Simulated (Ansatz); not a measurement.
# Relaxing a structure of PtSe2

The start is a generated cell, PtSe2 placed in the rutile structure type. Cell shape, volume and atoms are optimised at zero target pressure with PBEsol (plane waves to 420 eV, PAW, scalar-relativistic; Ansatz, a quantum-chemistry and plane-wave program). The first steps use a coarse 4×4×6 k-mesh.

Initial structure:
```yaml
crystal:
  lattice:
    - [6.24589, 0.00000, 0.00000]
    - [0.00000, 6.24589, 0.00000]
    - [0.00000, 0.00000, 4.02238]
  atoms:
    - { symbol: Pt, position: [0.00000, 0.00000, 0.00000] }
    - { symbol: Pt, position: [0.50000, 0.50000, 0.50000] }
    - { symbol: Se, position: [0.30496, 0.30496, 0.00000] }
    - { symbol: Se, position: [0.80496, 0.19504, 0.50000] }
    - { symbol: Se, position: [0.19504, 0.80496, 0.50000] }
    - { symbol: Se, position: [0.69504, 0.69504, 0.00000] }
```

How large is the pressure on the unrelaxed cell, and of which sign?

-13 GPa (negative: the cell is under tension).

What is the largest force in the starting geometry, and on which atom (counted from 1)?

About 0.6 eV/Å, on Se3, Se4, Se5, Se6 (atoms numbered as listed).

By how much does the energy per atom fall from start to end?

0.24 eV/atom.

How does the volume per atom move from start to end?

-18.1 %, from 26.15 to 21.42 Å³/atom.

What band gap does the relaxed structure have at this level?

Zero (metallic).

What does it relax into? Give the structure.


Space group P4₂/mnm (No. 136); a = b = 5.6789 Å, c = 3.9856 Å, α = β = γ = 90.00°

```
atom  site  symmetry       x       y       z
----  ----  --------  ------  ------  ------
Pt      2a      m.mm  0.0000  0.0000  0.0000
Se      4f      m.2m  0.3101  0.3101  0.0000
```

The space group stays P4₂/mnm (No. 136) (the run could not lower it); the end is rutile type, with 6 atoms in the primitive cell. Final values are on a 8×8×12 k-mesh of the relaxed cell. No spin polarisation in the result. A magnetic state may lie lower.

The run could not lose the symmetry of its start, so the end can be a saddle point.

The relaxed structure here is a generated cell of PtSe2: the first start was made by placing the elements on the sites of a structure type, and the end was not matched to a known phase here, so it may be hypothetical. Known forms of PtSe2 include space group No. 164.
